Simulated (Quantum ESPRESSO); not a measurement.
Band energies of MgAl$_{2}$C$_{2}$

```
CELL_PARAMETERS angstrom
      3.39065     0.00000     0.00000
     -1.69532     2.93639     0.00000
      0.00000     0.00000     5.82372
ATOMIC_POSITIONS crystal
  C  0.33333 0.66667 0.27008
  C  0.66667 0.33333 0.72992
  Mg 0.00000 0.00000 0.00000
  Al 0.66667 0.33333 0.35001
  Al 0.33333 0.66667 0.64999
```

PBEsol (Quantum ESPRESSO, PseudoDojo norm-conserving, 84 Ry, without SOC); path ΓMKΓALHA,LM,KH; energies in eV from the valence-band maximum.

| k (1/Å) | point | band 8 | band 9 | band 10 | band 11 | band 12 | band 13 | band 14 | band 15 |
|---|---|---|---|---|---|---|---|---|---|
| 0.00 | Γ | -1.06 | -1.06 | -0.24 | -0.18 | -0.18 | 3.18 | 4.42 | 6.57 |
| 0.43 |  | -3.43 | -2.07 | -1.72 | -0.45 | -0.08 | 3.99 | 4.20 | 5.77 |
| 0.86 |  | -4.56 | -4.27 | -2.45 | -1.46 | -0.94 | 2.19 | 4.33 | 4.72 |
| 1.07 | M | -5.08 | -3.66 | -2.55 | -2.13 | -1.02 | 1.96 | 4.25 | 4.62 |
| 1.28 |  | -4.99 | -3.54 | -3.28 | -2.09 | -1.62 | 2.68 | 4.26 | 4.91 |
| 1.69 | K | -4.76 | -4.76 | -3.32 | -2.60 | -2.60 | 2.34 | 5.83 | 5.83 |
| 1.86 |  | -5.12 | -4.23 | -3.29 | -3.00 | -1.98 | 2.62 | 5.37 | 5.77 |
| 2.22 |  | -4.72 | -4.13 | -2.60 | -1.65 | -0.65 | 4.24 | 4.72 | 5.13 |
| 2.57 |  | -2.76 | -2.01 | -1.20 | -0.51 | 0.00 | 4.05 | 4.94 | 5.14 |
| 2.92 | Γ | -1.06 | -1.06 | -0.24 | -0.18 | -0.18 | 3.18 | 4.42 | 6.57 |
| 3.10 |  | -1.03 | -1.03 | -0.89 | -0.22 | -0.22 | 3.57 | 4.61 | 6.53 |
| 3.46 | A | -3.31 | -0.89 | -0.89 | -0.38 | -0.38 | 4.28 | 5.21 | 6.49 |
| 3.82 |  | -3.70 | -1.95 | -1.60 | -1.38 | -0.65 | 4.55 | 4.98 | 5.54 |
| 4.35 |  | -5.51 | -2.27 | -2.17 | -1.52 | -1.33 | 2.08 | 3.51 | 4.06 |
| 4.53 | L | -5.97 | -2.34 | -1.88 | -1.55 | -1.39 | 1.80 | 3.51 | 3.94 |
| 4.74 |  | -5.86 | -3.22 | -2.27 | -1.58 | -1.19 | 2.17 | 3.56 | 4.76 |
| 5.15 | H | -5.48 | -5.20 | -4.09 | -1.09 | -1.09 | 3.42 | 3.42 | 4.25 |
| 5.56 |  | -4.85 | -3.58 | -2.72 | -2.11 | -1.09 | 3.39 | 3.73 | 5.86 |
| 5.84 |  | -3.74 | -2.90 | -1.94 | -1.65 | -1.38 | 4.22 | 4.40 | 6.13 |
| 6.11 |  | -3.48 | -1.51 | -1.45 | -1.06 | -0.61 | 5.02 | 5.32 | 5.51 |
| 6.39 | A | -3.31 | -0.89 | -0.89 | -0.38 | -0.38 | 4.28 | 5.21 | 6.49 |
| 6.39 | L | -5.97 | -2.34 | -1.88 | -1.55 | -1.39 | 1.80 | 3.51 | 3.94 |
| 6.75 |  | -5.33 | -3.32 | -2.51 | -1.82 | -1.10 | 1.86 | 3.69 | 5.19 |
| 6.92 | M | -5.08 | -3.66 | -2.55 | -2.13 | -1.02 | 1.96 | 4.25 | 4.62 |
| 6.92 | K | -4.76 | -4.76 | -3.32 | -2.60 | -2.60 | 2.34 | 5.83 | 5.83 |
| 7.46 | H | -5.48 | -5.20 | -4.09 | -1.09 | -1.09 | 3.42 | 3.42 | 4.25 |

The PBEsol gap is 1.67 eV; at least one edge lies off the plotted path, at a point of the SCF mesh. The smallest direct gap is 2.89 eV.

Geometry of the Materials Project entry, not relaxed at this level.

The structure is a Materials Project entry; no match was found in the copy of COD used, and its stability was not checked.
